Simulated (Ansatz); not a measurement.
Polymorphs of Sn, each relaxed with PBE in the plane-wave PAW code Ansatz:

A: simple hexagonal (P6/mmm), a = b = 3.273 Å, c = 3.056 Å, α = β = 90.00°, γ = 120.00°

B: diamond (Fd-3m), a = b = c = 6.6564 Å, α = β = γ = 90.00°

C: hcp (Mg type) (P6_3/mmc), a = b = 3.3586 Å, c = 5.6699 Å, α = β = 90.00°, γ = 120.00°

D: Ia-3, a = b = c = 8.108 Å, α = β = γ = 90.00°

E: Cmcm, a = 4.7030 Å, b = 13.0526 Å, c = 15.5251 Å, α = 90.00°, β = 90.00°, γ = 90.00°

Problem. Order them by energy per atom at 0 K (lowest first) at the level PBE.

Solution. B (+0 meV/atom), A (+41 meV/atom), C (+63 meV/atom), E (+70 meV/atom), D (+85 meV/atom)

Typed or built starts, not in the databases checked: A; C; D; E. Not the usual ambient phase: A; B; C; D; E. All cells were relaxed under the symmetry of their starts (and spin orders); stability against distortions was not tested throughout. Spin–orbit coupling is left out wherever it is not named.

Energies hold the estimated change up to a 700 eV cutoff; steps of a few meV lie near the error of the meshes.

Potentials: the earlier of the program's two PAW sets.
